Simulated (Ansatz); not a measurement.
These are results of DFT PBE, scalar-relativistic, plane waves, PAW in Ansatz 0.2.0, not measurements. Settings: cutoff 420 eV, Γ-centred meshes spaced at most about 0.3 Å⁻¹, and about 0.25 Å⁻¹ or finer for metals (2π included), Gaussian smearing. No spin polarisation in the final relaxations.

These are static total energies at zero pressure. All come from trial cells, and lower structures may exist.

Question: Which of these relaxed structures of LiSi2Ni6 is the lowest in energy?
A.

```
Li Si Ni
1.0
     3.97543    0.00000    0.00000
    -1.98772    3.44283    0.00000
     0.00000    0.00000    7.41351
Li Si Ni
1 2 6
Direct
  0.00000 0.00000 0.00000
  0.00000 0.00000 0.32713
  0.00000 0.00000 0.67287
  0.33333 0.66667 0.17224
  0.33333 0.66667 0.50000
  0.33333 0.66667 0.82776
  0.66667 0.33333 0.17224
  0.66667 0.33333 0.50000
  0.66667 0.33333 0.82776
```

B.

```
Li Si Ni
1.0
     3.86162    0.00000    0.00000
    -1.93081    3.34426    0.00000
     0.00000    0.00000    7.61938
Li Si Ni
1 2 6
Direct
  0.00000 0.00000 0.00000
  0.00000 0.00000 0.32165
  0.00000 0.00000 0.67835
  0.33333 0.66667 0.09745
  0.33333 0.66667 0.42223
  0.33333 0.66667 0.76393
  0.66667 0.33333 0.23607
  0.66667 0.33333 0.57777
  0.66667 0.33333 0.90255
```

Answer: B. It has space group P-3m1 (No. 164); the next, A, with space group P6/mmm (No. 191), lies 175 meV/atom higher. Counting Li or Ni atoms around Si (for each partner element, those within 1.25 times its shortest distance or 1.15 times the sum of covalent radii, where it is the nearest in units of that sum or under 1.3; a plus sign parts groups by distance over the sum of covalent radii), the lowest has Si 7+3 and the next has Si 13.

Trial moments died out on the coarse mesh in P-3m1 and P6/mmm; another magnetic start might hold. Cells relaxed within their symmetry can be saddle points. The P-3m1 cell of LiSi2Ni6 came from shaking the P6/mmm one. Some structure types and database cells were kept out of the candidates from the start, so a known form may be missing.
